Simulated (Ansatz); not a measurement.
Method: PBE+U (U_eff = 3.3 eV on Co 3d), scalar-relativistic; collinear spin; PAW, 420 eV, 12×12×12 k-mesh, Gaussian smearing of 0.05 eV; code Ansatz. The datasets are Ansatz's generated set soft_2.

A crystal of composition CoXO2, relaxed at this level of theory, gives this pattern between 10° and 80°.

Cu Kα1 powder pattern (kinematic, no thermal factors).
2θ (°) (relative intensity): 14.63 (52), 29.50 (46), 35.26 (39), 36.32 (100), 40.32 (56), 43.11 (10), 44.91 (7), 49.94 (11), 53.87 (35), 61.23 (6), 62.59 (23), 62.62 (23), 64.67 (9), 67.40 (5), 70.69 (24), 73.93 (5), 74.57 (12), 77.13 (9), 77.80 (2), 79.03 (2)

Q: Which lattice and cell does the pattern come from?

A: Trigonal, space group R-3m (No. 166), a = 2.966 Å, b = 2.966 Å, c = 18.152 Å, α = 90.00°, β = 90.00°, γ = 120.00°. The line positions fix the lattice at most, not the space group, and lines under 1 % of the strongest aren't listed; this is the group of the computed cell.

A compound CoXO2 has these computed properties.

* Band gap: zero (metallic)
* Density of states at the Fermi level: 0.41 states/(eV·atom)
* Magnetic state: ferromagnetic (the only order tried)
* Site spin moments: X -0.20; Co 2.22; O -0.07 μB
* Spin moment of the cell: 1.95 μB
* Bader charges: X 0.56; Co 1.42; O -0.99 e

Sites: X on 3a, Co on 3b, O on 6c.

Q: Which element is X?
A. Hg
B. Pt
C. Au
D. Ir

A: B. X is Pt, so the compound is CoPtO2.

The start was a prototype's sites filled with these elements, not a measured cell.

With a Hubbard U or exact exchange the result depends on the state in which the open shell ends, and a lower one can't be excluded. Spin–orbit coupling, which matters for such heavy elements, is left out. Site moments are of spin, integrated over atomic spheres.
